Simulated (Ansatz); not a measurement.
The calculation used DFT PBE, scalar-relativistic, plane waves, PAW in Ansatz 0.2.0. All cells share a 420 eV cutoff and Γ-centred k meshes spaced about 0.3 Å⁻¹ or finer (0.25 for metals, 2π included). No spin polarisation.

Relaxed structures of MgNb2O4, with energies over the first row. Coordination counts O atoms around Mg and Nb (those within 1.25 times the shortest such distance or 1.15 times the sum of covalent radii).

```json
{"#": "1", "form": "Pmma", "sites": "Mg 2a; Nb 2f, 2e; O 4i, 4j", "V (Å³/atom)": "11.3", "coordination": "Mg 6, Nb 6", "ΔE (meV/atom)": "0"}
{"#": "2", "form": "spinel type, Fd-3m", "sites": "Mg 8b; Nb 16c; O 32e", "V (Å³/atom)": "11.8", "coordination": "Mg 4, Nb 6", "ΔE (meV/atom)": "200"}
```

A further structure, relaxed alike:

```
Mg Nb O
1.0
     1.41086   -4.97214    0.00000
     1.41086    4.97214    0.00000
     0.00000    0.00000   10.56856
Mg Nb O
2 4 8
Direct
  0.59301 0.40699 0.25000
  0.40699 0.59301 0.75000
  0.15232 0.84768 0.56513
  0.84768 0.15232 0.43487
  0.15232 0.84768 0.93487
  0.84768 0.15232 0.06513
  0.93968 0.06032 0.25000
  0.06032 0.93968 0.75000
  0.79940 0.20060 0.63291
  0.20060 0.79940 0.36709
  0.50000 0.50000 0.50000
  0.79940 0.20060 0.86709
  0.20060 0.79940 0.13291
  0.50000 0.50000 0.00000
```

Question: Where does it fall in the ranking, and at what energy?

Answer: It falls between rows 1 and 2, 150 meV/atom above row 1, with space group Cmcm (No. 63) and 10.6 Å³/atom. Counting O atoms around Mg and Nb, this cell and row 1 both have Mg 6, Nb 6. Mg is surrounded by 6 O at 2.08–2.16 Å, 2 O at 2.80 Å, 2 Mg at 2.82 Å and 2 Nb at 3.20 Å; Nb is surrounded by 6 O at 2.15–2.18 Å, 4 Nb at 2.77–2.82 Å and 1 Mg at 3.20 Å; O on a site of symmetry m2m is surrounded by 2 Mg at 2.08 Å and 2 Nb at 2.16 Å; O on a site of symmetry m is surrounded by 3 Nb at 2.15 Å and 2 Mg at 2.16 Å; 1 more site not described.

With atoms moved at random, row 1 came back. Row 2 and the further cell had no clear such test and can be saddle points.
